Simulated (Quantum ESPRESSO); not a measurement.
Simulation results for LiHf2MgTaGa3 (simulated cell)

Computed with Quantum ESPRESSO 7.5. Calculation on a made-up metal alloy cell, not a measurement: no spin or spin-orbit, unrelaxed, 2900 K smearing, stress positive in tension, cell energy less fitted offsets; periodic Kohn-Sham density functional theory in plane waves with PseudoDojo standard norm-conserving scalar-relativistic pseudopotentials, each functional with its own files (v0.5 for PBE, v0.4.1 for LDA and PBEsol), eight atoms on drawn sites of a strained close-packed or body-centred lattice, each displaced and held fixed; the energy is the cell's free energy, ions and the entropy term -TS included, at the stated Fermi-Dirac width, less a fixed offset for each atom's element (shifted free energy); compositions with an open d shell lost a parallel starting moment in a cheaper test run, and other magnetic orders were not tried; an error bar is the largest change of its kind in a tighter rerun, never given below 0.002 eV, 0.02 GPa or 0.003 eV/angstrom, and covers cutoff and k-mesh only, not smearing or the files.

Common to all runs: lattice type hexagonal close-packed; functional pbe; cutoff 1143 eV; fermi dirac smearing 0.25 eV; electrons removed 0; k mesh 5 x 5 x 4 shifted half a step off Gamma on each axis.

Notes on all entries: heavy elements are run without spin-orbit coupling, which real alloys of them have; a spin test at this wide smearing found no moment, but such smearing suppresses magnetism that the real alloy may have; lattice, volume and sites are drawn at random and may be unstable or far from any real phase; energies are for the whole cell, less offsets fitted to these runs, so they are not formation energies; error bars: energy 0.0041 eV, stress 0.057 GPa, force 0.0088 eV/Å, from a tighter rerun of a related cell, whose elements or sites may differ.

(1) 
```cif
# cell vector a (Å): 4.7826 -2.7232 0.0952
# cell vector b (Å): -3.2486 0.0721 -5.0242
# cell vector c (Å): 3.1957 5.4590 -0.0449
data_LiHf2MgTaGa3
_symmetry_space_group_name_H-M 'P 1'
_symmetry_Int_Tables_number 1
_cell_length_a 5.5044
_cell_length_b 5.9834
_cell_length_c 6.3258
_cell_angle_alpha 104.947
_cell_angle_beta 89.320
_cell_angle_gamma 119.487
_cell_volume 173.57
loop_
_atom_site_label
_atom_site_type_symbol
_atom_site_fract_x
_atom_site_fract_y
_atom_site_fract_z
_atom_site_occupancy
Mg1 Mg 0.00471 0.00895 0.00436 1
Hf1 Hf 0.99422 0.99199 0.50972 1
Hf2 Hf 0.09026 0.50412 0.37123 1
Ta1 Ta 0.07839 0.50885 0.86602 1
Li1 Li 0.49799 0.99384 0.23911 1
Ga1 Ga 0.47657 0.97804 0.76400 1
Ga2 Ga 0.56623 0.49084 0.13170 1
Ga3 Ga 0.58158 0.51220 0.63453 1
_calc_run_command 'pw.x -nk 1 -in in'
_calc_run_processor 'AMD EPYC, Zen 5, virtual cores'
_calc_entropy_term_negative_ts -1.229  # eV
_calc_pressure -10.24  # GPa
_calc_stress_xx 12.68  # GPa
_calc_stress_yy 10.92  # GPa
_calc_stress_zz 7.13  # GPa
_calc_stress_yz -0.43  # GPa
_calc_stress_xz 0.66  # GPa
_calc_stress_xy -0.47  # GPa
_calc_shifted_free_energy 0.044  # eV
```

Atoms:
```csv
atoms element,atom site,atom energy offset (eV)
Mg,1,-1616.19
Hf,2,-1535.13
Hf,3,-1535.13
Ta,4,-1771.44
Li,5,-195.67
Ga,6,-2081.03
Ga,7,-2081.03
Ga,8,-2081.03
```

Forces:
```csv
site,x (eV/Å),y (eV/Å),z (eV/Å)
1,-0.061,0.209,0.196
2,-0.326,0.342,-0.434
3,0.539,0.223,-0.232
4,-0.402,-0.126,1.078
5,0.03,-0.039,-0.127
6,0.241,-0.559,-0.312
7,-0.013,-0.269,-0.483
8,-0.006,0.22,0.313
```

Notes: 12 SCF iterations, 1510 s of wall time on a shared machine.

(2) 
```cif
# cell vector a (Å): 4.7826 -2.7232 0.0952
# cell vector b (Å): -3.2486 0.0721 -5.0242
# cell vector c (Å): 3.1957 5.4590 -0.0449
data_LiHf2MgTaGa3
_symmetry_space_group_name_H-M 'P 1'
_symmetry_Int_Tables_number 1
_cell_length_a 5.5044
_cell_length_b 5.9834
_cell_length_c 6.3258
_cell_angle_alpha 104.947
_cell_angle_beta 89.320
_cell_angle_gamma 119.487
_cell_volume 173.57
loop_
_atom_site_label
_atom_site_type_symbol
_atom_site_fract_x
_atom_site_fract_y
_atom_site_fract_z
_atom_site_occupancy
Ta1 Ta 0.00471 0.00895 0.00436 1
Ga1 Ga 0.99422 0.99199 0.50972 1
Hf1 Hf 0.09026 0.50412 0.37123 1
Hf2 Hf 0.07839 0.50885 0.86602 1
Mg1 Mg 0.49799 0.99384 0.23911 1
Ga2 Ga 0.47657 0.97804 0.76400 1
Li1 Li 0.56623 0.49084 0.13170 1
Ga3 Ga 0.58158 0.51220 0.63453 1
_calc_run_command 'mpirun -np 4 pw.x -nk 4 -in in'
_calc_run_processor 'Intel Xeon, 2023 or later, virtual cores'
_calc_stress_xz ?
_calc_stress_yz ?
_calc_pressure ?
```

Atoms:
```csv
atoms element,atom site,atom energy offset (eV)
Ta,1,-1771.44
Ga,2,-2081.03
Hf,3,-1535.13
Hf,4,-1535.13
Mg,5,-1616.19
Ga,6,-2081.03
Li,7,-195.67
Ga,8,-2081.03
```

Notes: 12 SCF iterations, 450 s of wall time on a shared machine.

(3) 
```cif
# cell vector a (Å): 4.7826 -2.7232 0.0952
# cell vector b (Å): -3.2486 0.0721 -5.0242
# cell vector c (Å): 3.1957 5.4590 -0.0449
data_LiHf2MgTaGa3
_symmetry_space_group_name_H-M 'P 1'
_symmetry_Int_Tables_number 1
_cell_length_a 5.5044
_cell_length_b 5.9834
_cell_length_c 6.3258
_cell_angle_alpha 104.947
_cell_angle_beta 89.320
_cell_angle_gamma 119.487
_cell_volume 173.57
loop_
_atom_site_label
_atom_site_type_symbol
_atom_site_fract_x
_atom_site_fract_y
_atom_site_fract_z
_atom_site_occupancy
Hf1 Hf 0.00471 0.00895 0.00436 1
Ga1 Ga 0.99422 0.99199 0.50972 1
Mg1 Mg 0.09026 0.50412 0.37123 1
Li1 Li 0.07839 0.50885 0.86602 1
Ga2 Ga 0.49799 0.99384 0.23911 1
Hf2 Hf 0.47657 0.97804 0.76400 1
Ta1 Ta 0.56623 0.49084 0.13170 1
Ga3 Ga 0.58158 0.51220 0.63453 1
_calc_run_command 'mpirun -np 4 pw.x -nk 4 -in in'
_calc_run_processor 'Intel Xeon, 2023 or later, virtual cores'
_calc_stress_xy ?
```

Atoms:
```csv
atoms element,atom site,atom energy offset (eV)
Hf,1,-1535.13
Ga,2,-2081.03
Mg,3,-1616.19
Li,4,-195.67
Ga,5,-2081.03
Hf,6,-1535.13
Ta,7,-1771.44
Ga,8,-2081.03
```

Notes: 12 SCF iterations, 431 s of wall time on a shared machine.

Questions
1. Give the missing stress xz for LiHf2MgTaGa3 (simulated cell) (entry 2).
2. LiHf2MgTaGa3 (simulated cell) (entry 2): stress yz?
3. What pressure does the calculation give for LiHf2MgTaGa3 (simulated cell) (entry 2)?
4. Estimate the stress xy of LiHf2MgTaGa3 (simulated cell) (entry 3).
5. Give the table of forces values for LiHf2MgTaGa3 (simulated cell) (entry 3).

## Answers
1. 2.59 GPa
2. -3.36 GPa
3. -8.92 GPa
4. 2.38 GPa
5. 
Forces:
```csv
site,x (eV/Å),y (eV/Å),z (eV/Å)
1,0.032,0.098,0.321
2,0.062,0.081,0.339
3,-0.411,0.08,0.088
4,0.141,0.298,0.513
5,-0.153,-0.053,-0.032
6,0.281,-0.379,-1.366
7,-0.169,-0.209,-0.001
8,0.217,0.084,0.137
```

Further results for LiHf2MgTaGa3 (simulated cell) (entry 2):

- entropy term negative ts: -1.399 eV
- stress xx: 10.21 GPa
- stress yy: 9.74 GPa
- stress zz: 6.82 GPa
- stress xy: 0.83 GPa
- shifted free energy: 0.527 eV

Forces:
```csv
site,x (eV/Å),y (eV/Å),z (eV/Å)
1,-0.682,-0.009,0.374
2,-0.251,-0.251,-0.325
3,0.119,0.342,0.29
4,0.152,0.22,1.015
5,0.147,0.113,-0.507
6,0.195,-0.159,-0.514
7,0.065,-0.255,-0.167
8,0.255,-0.001,-0.164
```

Further results for LiHf2MgTaGa3 (simulated cell) (entry 3):

* entropy term negative ts: -1.318 eV
* pressure: -9.12 GPa
* stress xx: 8.6 GPa
* stress yy: 11.45 GPa
* stress zz: 7.32 GPa
* stress yz: -1.5 GPa
* stress xz: 2.37 GPa
* shifted free energy: 0.516 eV
